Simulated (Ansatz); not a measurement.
**Collinear states of CoGe3**

Theory: DFT r2SCAN, scalar-relativistic, plane waves, PAW (Ansatz 0.2.0).

```yaml
crystal:
  lattice:
    - [0.00000, 3.11260, 3.11260]
    - [3.11260, 0.00000, 3.11260]
    - [3.11260, 3.11260, 0.00000]
  atoms:
    - { symbol: Ge, position: [0.25000, 0.25000, 0.25000] }
    - { symbol: Ge, position: [0.75000, 0.75000, 0.75000] }
    - { symbol: Ge, position: [0.50000, 0.50000, 0.50000] }
    - { symbol: Co, position: [0.00000, 0.00000, 0.00000] }
```

```json
{
 "plane-wave cutoff": "500 eV",
 "Γ-centred k-mesh": "12×12×12",
 "occupation rule": "Gaussian smearing, 0.1 eV",
 "list of starting moments (μB, in atom order)": "0 0 0 3.5",
 "check for lower electronic states after the SCF": "off"
}
```

All runs keep this geometry, which isn't relaxed for the lowest state (largest force there 0.000 eV/Å, pressure 2.9 GPa) and needn't be a stable compound; relaxing each order can shift differences of a few meV. r2SCAN tends to overstate moments in metals, so a weak moment here may be absent in the real material. Site moments are spin moments in atom-centred spheres that scale with the neighbour distance. The states are those that the runs reached from these starts; a lower one can exist. No antiferromagnetic start is among these.

Order the starts by the energy of the state that they reach, lowest first.
A. no spin
B. large parallel starting moments

B (0.00 meV/atom), A (9.04 meV/atom).

| start | ends | energy above lowest (meV/atom) | site moments (μB) | gap on mesh (eV) | P (GPa) |
| --- | --- | --- | --- | --- | --- |
| no spin | non-magnetic | 9.04 | none over 0.05 | metal | 1.5 |
| large parallel starting moments | ferromagnetic | 0.00 | Co +1.08 | metal | 2.9 |

Cost: 2 runs of about 3.8 core-minutes in all, on Intel Xeon Platinum 8259CL (Skylake/Cascade Lake) (shared hosts).